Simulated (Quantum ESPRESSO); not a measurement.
Ti2HfF4O4, one run as intended and one with a planted mistake

A calculation, not a measurement. The program is pw.x of Quantum ESPRESSO 7.5 (plane-wave density functional theory). The cell is made up: 11 atoms on a fluorite lattice with one site empty, with randomly drawn elements, strain and displacements, not relaxed. PseudoDojo standard norm-conserving files (v0.5 for PBE, v0.4.1 for LDA and PBEsol) set the functional; there is no spin polarisation, spin-orbit coupling or dispersion term, and the masses in the input are unused placeholders.

The hafnium pseudopotential is less sure than the others, with forces about 3 percent (worst 6) and pressure in oxides about 1.5 GPa (worst 2.7) from a second method in checks, which no rerun with the same files tests.

Intended input:

```
&control calculation='scf', pseudo_dir='./dojo.nc.sr.pbe.v0_5.standard.upf', outdir='./o', disk_io='medium', tprnfor=.true., tstress=.true. /
&system ibrav=0, nat=11, ntyp=4, nbnd=50, ecutwfc=84.00895049, nosym=.true., tot_charge=0,
 occupations='smearing', smearing='fd', degauss=0.0018374661
/
&electrons conv_thr=7.350e-09, electron_maxstep=60, /
ATOMIC_SPECIES
F 1.0 F.upf
Hf 1.0 Hf.upf
O 1.0 O.upf
Ti 1.0 Ti.upf
CELL_PARAMETERS angstrom
4.9273 0.0391 0.0741
0.0391 4.9222 -0.0021
0.0741 -0.0021 4.8539
ATOMIC_POSITIONS angstrom
Ti 0.0194 0.0347 0.0407
Hf 2.4757 0.0085 2.5091
Ti 2.4689 2.4757 0.0366
F 1.3244 1.2325 1.2326
F 1.3974 1.2517 3.6157
O 1.2859 3.7092 1.2071
F 1.3366 3.7771 3.6602
F 3.7095 1.2901 1.2641
O 3.8121 1.299 3.7516
O 3.7042 3.7911 1.2643
O 3.7706 3.7357 3.6928
K_POINTS automatic
5 5 5 1 1 1
```

The log is shortened where brackets say so; the opening notice, blank lines, dates and the lines on written files are dropped, and the path of the files is cut. It prints rydbergs, bohrs and kilobars, and counts compression as positive stress. Where no state is partly filled, the Fermi energy that it prints is only some level between the filled and the empty states on the mesh, and need not lie in the true gap.

Log of the intended run:

```
     Program PWSCF v.7.5
     Parallel version (MPI & OpenMP), running on       1 processor cores
     Number of MPI processes:                 1
     Threads/MPI process:                     1
     [start-up lines left out]
     bravais-lattice index     =            0
     lattice parameter (alat)  =       9.3126  a.u.
     unit-cell volume          =     794.1974 (a.u.)^3
     number of atoms/cell      =           11
     number of atomic types    =            4
     number of electrons       =        88.00
     number of Kohn-Sham states=           50
     kinetic-energy cutoff     =      84.0090  Ry
     charge density cutoff     =     336.0358  Ry
     scf convergence threshold =      7.3E-09
     mixing beta               =       0.7000
     number of iterations used =            8  plain     mixing
     Exchange-correlation= PBE
                           (   1   4   3   4   0   0   0)
     [axes and pseudopotential details left out]
   Cartesian axes
     site n.     atom                  positions (alat units)
         1        Ti     tau(   1) = (   0.0039367   0.0070414   0.0082589  )
         2        Hf     tau(   2) = (   0.5023729   0.0017248   0.5091505  )
         3        Ti     tau(   3) = (   0.5009931   0.5023729   0.0074269  )
         4        F      tau(   4) = (   0.2687493   0.2501008   0.2501211  )
         5        F      tau(   5) = (   0.2835626   0.2539969   0.7337035  )
         6        O      tau(   6) = (   0.2609369   0.7526767   0.2449466  )
         7        F      tau(   7) = (   0.2712250   0.7664551   0.7427335  )
         8        F      tau(   8) = (   0.7527376   0.2617891   0.2565132  )
         9        O      tau(   9) = (   0.7735573   0.2635951   0.7612806  )
        10        O      tau(  10) = (   0.7516621   0.7692960   0.2565537  )
        11        O      tau(  11) = (   0.7651361   0.7580541   0.7493488  )
     number of k points=    63  Fermi-Dirac smearing, width (Ry)=  0.0018
                       cart. coord. in units 2pi/alat
        k(    1) = (   0.0977208   0.0993845   0.1000780), wk =   0.0320000
        k(    2) = (   0.0946655   0.0994954   0.3031785), wk =   0.0320000
     [further k points left out]
     Dense  grid:    82623 G-vectors     FFT dimensions: (  60,  60,  54)
     Estimated max dynamical RAM per process >     136.48 MB
     Initial potential from superposition of free atoms
     starting charge      87.9949, renormalised to      88.0000
     Starting wfcs are   62 randomized atomic wfcs
     total cpu time spent up to now is       24.5 secs
     per-process dynamical memory:    83.2 Mb
     Self-consistent Calculation
     iteration #  1     ecut=    84.01 Ry     beta= 0.70
     Davidson diagonalization with overlap
     ethr =  1.00E-02,  avg # of iterations =  2.0
     total cpu time spent up to now is       72.3 secs
     total energy              =    -678.01346449 Ry
     estimated scf accuracy    <       4.74602350 Ry
     iteration #  2     ecut=    84.01 Ry     beta= 0.70
     Davidson diagonalization with overlap
     ethr =  5.39E-03,  avg # of iterations =  7.1
     total cpu time spent up to now is      150.9 secs
     total energy              =    -670.59333675 Ry
     estimated scf accuracy    <     104.11228252 Ry
     [iterations 3 to 22 left out]
     iteration # 23     ecut=    84.01 Ry     beta= 0.70
     Davidson diagonalization with overlap
     ethr =  7.11E-11,  avg # of iterations =  6.0
     total cpu time spent up to now is     1273.9 secs
     total energy              =    -680.70595410 Ry
     estimated scf accuracy    <       0.00000003 Ry
     iteration # 24     ecut=    84.01 Ry     beta= 0.70
     Davidson diagonalization with overlap
     ethr =  3.50E-11,  avg # of iterations =  1.2
     total cpu time spent up to now is     1328.7 secs
     End of self-consistent calculation
     [lines on levels left out]
     the Fermi energy is     9.9799 ev
!    total energy              =    -680.70595410 Ry
     estimated scf accuracy    <          5.7E-09 Ry
     smearing contrib. (-TS)   =      -0.00000046 Ry
     internal energy E=F+TS    =    -680.70595364 Ry
     The total energy is F=E-TS. E is the sum of the following terms:
     one-electron contribution =    -230.67146380 Ry
     hartree contribution      =     162.68475310 Ry
     xc contribution           =    -141.15724670 Ry
     ewald contribution        =    -471.56199624 Ry
     convergence has been achieved in  24 iterations
     Forces acting on atoms (cartesian axes, Ry/au):
     atom    1 type  4   force =    -0.18072217   -0.13570029    0.01293915
     atom    2 type  2   force =     0.17254570   -0.11467044   -0.04797136
     atom    3 type  4   force =     0.16295008    0.15444219   -0.00530396
     atom    4 type  1   force =    -0.02906354    0.01550842   -0.03997554
     atom    5 type  1   force =    -0.06278931    0.05573894    0.06482591
     atom    6 type  3   force =     0.00810246    0.02543818   -0.06574072
     atom    7 type  1   force =    -0.04064327   -0.02605788    0.02507653
     atom    8 type  1   force =     0.00466467    0.01962163    0.00735095
     atom    9 type  3   force =    -0.02229142   -0.03514038    0.06233294
     atom   10 type  3   force =     0.02162951    0.02504347   -0.07526929
     atom   11 type  3   force =    -0.03438271    0.01577615    0.06173539
     Total force =     0.432329     Total SCF correction =     0.000187
     Computing stress (Cartesian axis) and pressure
          total   stress  (Ry/bohr**3)                   (kbar)     P=       34.90
   0.00003682  -0.00011023  -0.00039983            5.42      -16.22      -58.82
  -0.00011023   0.00011452  -0.00013644          -16.22       16.85      -20.07
  -0.00039983  -0.00013644   0.00056046          -58.82      -20.07       82.45
     init_run     :     22.96s CPU     24.31s WALL (       1 calls)
     electrons    :   1232.33s CPU   1304.19s WALL (       1 calls)
     forces       :     10.70s CPU     10.81s WALL (       1 calls)
     stress       :     39.26s CPU     39.44s WALL (       1 calls)
     [timing details left out]
     PWSCF        :  21m45.59s CPU  22m59.48s WALL
     JOB DONE.
```

A second run has one planted mistake: the cell and the positions are scaled by a wrong factor. The input lines that differ, file-writing options aside:

```
- 4.9273 0.0391 0.0741
+ 5.0254 0.0399 0.0756
- 0.0391 4.9222 -0.0021
+ 0.0399 5.0202 -0.0021
- 0.0741 -0.0021 4.8539
+ 0.0756 -0.0021 4.9505
- Ti 0.0194 0.0347 0.0407
+ Ti 0.0198 0.0354 0.0415
- Hf 2.4757 0.0085 2.5091
+ Hf 2.525 0.0087 2.559
- Ti 2.4689 2.4757 0.0366
+ Ti 2.518 2.525 0.0373
- F 1.3244 1.2325 1.2326
+ F 1.3508 1.257 1.2571
- F 1.3974 1.2517 3.6157
+ F 1.4252 1.2766 3.6877
- O 1.2859 3.7092 1.2071
+ O 1.3115 3.783 1.2311
- F 1.3366 3.7771 3.6602
+ F 1.3632 3.8523 3.733
- F 3.7095 1.2901 1.2641
+ F 3.7833 1.3158 1.2893
- O 3.8121 1.299 3.7516
+ O 3.888 1.3249 3.8263
- O 3.7042 3.7911 1.2643
+ O 3.7779 3.8665 1.2895
- O 3.7706 3.7357 3.6928
+ O 3.8456 3.81 3.7663
```

Its log:

```
     Program PWSCF v.7.5
     Parallel version (MPI & OpenMP), running on       4 processor cores
     Number of MPI processes:                 4
     Threads/MPI process:                     1
     [start-up lines left out]
     bravais-lattice index     =            0
     lattice parameter (alat)  =       9.4980  a.u.
     unit-cell volume          =     842.5778 (a.u.)^3
     number of atoms/cell      =           11
     number of atomic types    =            4
     number of electrons       =        88.00
     number of Kohn-Sham states=           50
     kinetic-energy cutoff     =      84.0090  Ry
     charge density cutoff     =     336.0358  Ry
     scf convergence threshold =      7.3E-09
     mixing beta               =       0.7000
     number of iterations used =            8  plain     mixing
     Exchange-correlation= PBE
                           (   1   4   3   4   0   0   0)
     [axes and pseudopotential details left out]
   Cartesian axes
     site n.     atom                  positions (alat units)
         1        Ti     tau(   1) = (   0.0039394   0.0070432   0.0082569  )
         2        Hf     tau(   2) = (   0.5023749   0.0017310   0.5091395  )
         3        Ti     tau(   3) = (   0.5009822   0.5023749   0.0074212  )
         4        F      tau(   4) = (   0.2687556   0.2500932   0.2501131  )
         5        F      tau(   5) = (   0.2835583   0.2539928   0.7337061  )
         6        O      tau(   6) = (   0.2609365   0.7526670   0.2449401  )
         7        F      tau(   7) = (   0.2712228   0.7664550   0.7427190  )
         8        F      tau(   8) = (   0.7527267   0.2617920   0.2565196  )
         9        O      tau(   9) = (   0.7735579   0.2636026   0.7612820  )
        10        O      tau(  10) = (   0.7516523   0.7692802   0.2565594  )
        11        O      tau(  11) = (   0.7651219   0.7580389   0.7493444  )
     number of k points=    63  Fermi-Dirac smearing, width (Ry)=  0.0018
                       cart. coord. in units 2pi/alat
        k(    1) = (   0.0977199   0.0993833   0.1000775), wk =   0.0320000
        k(    2) = (   0.0946636   0.0994925   0.3031796), wk =   0.0320000
     [further k points left out]
     Dense  grid:    87695 G-vectors     FFT dimensions: (  60,  60,  60)
     Estimated max dynamical RAM per process >     278.33 MB
     Estimated total dynamical RAM >       1.02 GB
     Initial potential from superposition of free atoms
     starting charge      87.9949, renormalised to      88.0000
     Starting wfcs are   62 randomized atomic wfcs
     total cpu time spent up to now is        8.3 secs
     per-process dynamical memory:   216.3 Mb
     Self-consistent Calculation
     iteration #  1     ecut=    84.01 Ry     beta= 0.70
     Davidson diagonalization with overlap
     ethr =  1.00E-02,  avg # of iterations =  2.0
     total cpu time spent up to now is       23.5 secs
     total energy              =    -677.85985558 Ry
     estimated scf accuracy    <       4.93909862 Ry
     iteration #  2     ecut=    84.01 Ry     beta= 0.70
     Davidson diagonalization with overlap
     ethr =  5.61E-03,  avg # of iterations =  7.1
     total cpu time spent up to now is       52.0 secs
     total energy              =    -670.68665792 Ry
     estimated scf accuracy    <     109.00155260 Ry
     [iterations 3 to 22 left out]
     iteration # 23     ecut=    84.01 Ry     beta= 0.70
     Davidson diagonalization with overlap
     ethr =  1.88E-11,  avg # of iterations =  1.1
     total cpu time spent up to now is      407.0 secs
     total energy              =    -680.69972104 Ry
     estimated scf accuracy    <          7.7E-09 Ry
     iteration # 24     ecut=    84.01 Ry     beta= 0.70
     Davidson diagonalization with overlap
     ethr =  8.69E-12,  avg # of iterations =  5.8
     total cpu time spent up to now is      423.7 secs
     End of self-consistent calculation
     [lines on levels left out]
     the Fermi energy is     9.0349 ev
!    total energy              =    -680.69972104 Ry
     estimated scf accuracy    <          1.9E-10 Ry
     smearing contrib. (-TS)   =      -0.00000101 Ry
     internal energy E=F+TS    =    -680.69972004 Ry
     The total energy is F=E-TS. E is the sum of the following terms:
     one-electron contribution =    -244.39589189 Ry
     hartree contribution      =     166.81484163 Ry
     xc contribution           =    -140.76118118 Ry
     ewald contribution        =    -462.35748860 Ry
     convergence has been achieved in  24 iterations
     Forces acting on atoms (cartesian axes, Ry/au):
     atom    1 type  4   force =    -0.17119952   -0.12834423    0.01424531
     atom    2 type  2   force =     0.15532348   -0.11038448   -0.04014281
     atom    3 type  4   force =     0.15351594    0.14314625   -0.00404044
     atom    4 type  1   force =    -0.01584687    0.00635560   -0.03859021
     atom    5 type  1   force =    -0.04300856    0.03621529    0.05592143
     atom    6 type  3   force =     0.01794581    0.03235749   -0.06735680
     atom    7 type  1   force =    -0.02632310   -0.00937297    0.02137391
     atom    8 type  1   force =    -0.00362304    0.00889758    0.00225089
     atom    9 type  3   force =    -0.03079123   -0.03910724    0.06662794
     atom   10 type  3   force =     0.00937087    0.03695326   -0.06765028
     atom   11 type  3   force =    -0.04536378    0.02328346    0.05736106
     Total force =     0.402651     Total SCF correction =     0.000043
     Computing stress (Cartesian axis) and pressure
          total   stress  (Ry/bohr**3)                   (kbar)     P=      -67.88
  -0.00063289  -0.00004916  -0.00032170          -93.10       -7.23      -47.32
  -0.00004916  -0.00057255  -0.00013308           -7.23      -84.22      -19.58
  -0.00032170  -0.00013308  -0.00017891          -47.32      -19.58      -26.32
     init_run     :      7.84s CPU      8.14s WALL (       1 calls)
     electrons    :    413.85s CPU    415.44s WALL (       1 calls)
     forces       :      2.56s CPU      2.58s WALL (       1 calls)
     stress       :      9.37s CPU      9.39s WALL (       1 calls)
     [timing details left out]
     PWSCF        :   7m13.86s CPU   7m15.86s WALL
     JOB DONE.
```

```
                                            intended run  run with the mistake
                          free energy (eV)     -9261.476             -9261.392
                    smearing term -TS (eV)        0.0000                0.0000
                            pressure (GPa)          3.49                 -6.79
            largest force component (eV/Å)         4.647                 4.402
largest change of a force component (eV/Å)                               0.509
                                iterations            24                    24
```

For scale, a rerun of the intended cell at a cutoff of 1437 eV and k mesh 7 x 7 x 7 moved values by no more than 0.003 eV in energy, 0.04 GPa in stress and 0.004 eV/Å in force.